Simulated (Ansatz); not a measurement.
Here is the system:

LiCl:
```yaml
crystal:
  lattice:
    - [0.00000, 2.53208, 2.53208]
    - [2.53208, 0.00000, 2.53208]
    - [2.53208, 2.53208, 0.00000]
  atoms:
    - { symbol: Li, position: [0.00000, 0.00000, 0.00000] }
    - { symbol: Cl, position: [0.50000, 0.50000, 0.50000] }
```

This is the PBEsol-relaxed structure.

### Question
All from PBEsol (plane waves, PAW; program Ansatz), unless another level is named. Predict the HSE06 gap on the PBEsol cell.

### Answer
7.96 eV.

### Question
What about the electron effective mass?

### Answer
0.46 mₑ (isotropic).

### Question
Next, the conduction-band minimum?

### Answer
at Γ.

Space group Fm-3m (rock salt). The cell was relaxed with PBEsol under the symmetry of its start.

Potentials: the later of the program's two PAW sets.
